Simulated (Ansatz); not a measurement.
La:
```
La
1.0
    3.82763     0.00000     0.00000
   -1.91382     3.31483     0.00000
    0.00000     0.00000     5.98352
La
2
Direct
  0.33333   0.66667   0.25000
  0.66667   0.33333   0.75000
```

Relaxed with r²SCAN. Special points in fractions of this cell's reciprocal vectors: Γ (0.000, 0.000, 0.000); M (0.500, 0.000, 0.000); K (0.333, 0.333, 0.000); A (0.000, 0.000, 0.500); L (0.500, 0.000, 0.500); H (0.333, 0.333, 0.500).

**Question.** List the band energies nearest the Fermi level at these points for r²SCAN (plane waves, PAW; program Ansatz).

**Answer.** In eV from the Fermi level; about four levels below and three above (degenerate sets whole), none deeper than 8.9 eV; points with the same levels are listed once.

```csv
k,below,above
Γ,-3.32 -1.85,1.36 1.36 1.36
M,-1.68 -1.16 -1.15,1.14 1.18 1.58
K,-1.38 -0.12 -0.12,0.12 1.06 1.06
A,-1.89 -1.89,0.67 0.67 1.39 1.39 1.39 1.39
L,-1.70 -1.70 -0.28 -0.28,1.76 1.76 1.92 1.92
H,-0.57 -0.57 -0.32 -0.32,0.90 0.90 1.74 1.74
```

Space group P6_3/mmc (hcp (Mg type)). The workflow started from an entry of the Crystallography Open Database (COD). Its sites differ from those of the usual phase in this space group: another stacking or structure type. The cell was relaxed with r²SCAN under the symmetry of its start; whether a distortion lowers the energy is not shown. Spin–orbit coupling is left out wherever it is not named.

Potentials: the earlier of the program's two PAW sets. The files were generated under PBE; for other functionals the program regenerates the frozen cores, and for LDA and PBEsol the local potential too.
